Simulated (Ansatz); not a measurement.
Bi2Se3 (tetradymite), relaxed with r2SCAN+rVV10 in Ansatz: space group R-3m (No. 166), trigonal; a = 4.142 Å, c = 29.263 Å in the conventional setting, 28.99 Å³ an atom. Around Bi lie 6 Se at 2.85–3.07 Å; around Se lie 3 Bi at 2.85 Å; around Se lie 6 Bi at 3.07 Å. The primitive cell holds 5 atoms in 144.95 Å³. Calculated for a static, non-magnetic cell.

Computed values: PBE gives a gap of 0.34 eV and PBE0 (25 % exact exchange) 1.35 eV; one over PBE's mean ε∞ is 0.054. HSE06 (4×4×4) gives a least gap of 0.79 eV, direct.

What is the density?
The cell holds 2 Bi, 3 Se: M = 2×208.980 + 3×78.971 = 654.87 u in V = 144.95 Å³. ρ = 1.66054 × M/V = 1.66054 × 654.87/144.95 = 7.502 g/cm³, for the static r2SCAN+rVV10 lattice.

Taking the gap as linear in the share of unscreened exchange, estimate the gap of the hybrid whose share is 1/ε∞.
The slope is (1.35 − 0.34)/0.25 = 4.04 eV per unit share, so E_g ≈ 0.34 + 4.04 × 0.054 = 0.56 eV. The run with that share gives 0.54 eV (4×4×4 mesh), -0.02 eV from the straight line.

At what wavelength does absorption set in by HSE06, excitons left aside?
λ = 1239.84 eV nm/E: 1569 nm for the least gap. That lies in the infrared.

Spin-orbit coupling is left out; in compounds of Pb, Bi, Tl or Hg it can lower a gap by up to about 1 eV, split its edges or invert the bands.
